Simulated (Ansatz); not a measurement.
Relaxed-ion elastic tensor of ZnCu (CsCl type, Pm-3m) in GPa (Voigt order), r²SCAN (plane waves, PAW; program Ansatz); density 8.61 g/cm³, 12.43 Å³ per atom.

```csv
,1,2,3,4,5,6
1,143,131,131,0.0,0.0,0.0
2,131,143,131,0.0,0.0,0.0
3,131,131,143,0.0,0.0,0.0
4,0.0,0.0,0.0,99.9,0.0,0.0
5,0.0,0.0,0.0,0.0,99.9,0.0
6,0.0,0.0,0.0,0.0,0.0,99.9
```

### Question
Is the crystal mechanically stable?

### Answer
Yes: the smallest eigenvalue of C is 12.9 GPa.

### Question
Work out the Voigt and Reuss bounds. Is their mean of use?

### Answer
K_V = 135, K_R = 135; G_V = 62.5, G_R = 14.7 GPa. The bounds lie so far apart that a Hill average or a Debye temperature from it would say little.

Symmetry was held in the r²SCAN relaxation; of distortions, only those at the zone centre were tested. No spin polarisation was allowed. As this level gives no gap, shear constants depend on the k-mesh and smearing (Fermi–Dirac, 0.1 eV here).

Potentials: the later of the program's two PAW sets.
